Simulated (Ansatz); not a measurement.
In PBE in the plane-wave PAW code Ansatz, Si3N4 in the cubic phase (Fd-3m; Si on 16c, Si on 8b, N on 32e) relaxes to a = 7.789 Å. Si on 16c has 6 nearest neighbours from 1.89 Å (octahedral); Si on 8b has 4 nearest neighbours from 1.79 Å (tetrahedral). Its formation energy from the elements is -0.91 eV/atom, with no fitted shifts.

It is gapped at this level: 3.34 eV (indirect). The valence maximum lies on the K–Γ line, 56 % of the way from K and the conduction minimum at Γ. The screened hybrid HSE06 puts the gap at 4.65 eV.

An equation-of-state fit gives a bulk modulus of 293 GPa. The relaxed-ion elastic constants in GPa are C11 = 513, C12 = 184, C44 = 326. The elastic constants imply a Debye temperature near 1280 K. Perturbation theory gives ε∞ = 5.31. Letting the ions move raises it to ε0 = 12.8. Born charges are Si +3.59 to +3.68, N -2.74 e. The phonon dispersion is stable (no imaginary branch). Without the LO–TO term the highest mode at Γ lies at 28.06 THz. Bader charges are Si +3.05 to +3.11, N -2.32 e.

The cell was relaxed with PBE under the symmetry of its start. The references are the lowest solids computed at this level, not always the standard phases (solids in place of the gases).

Potentials: the later of the program's two PAW sets.
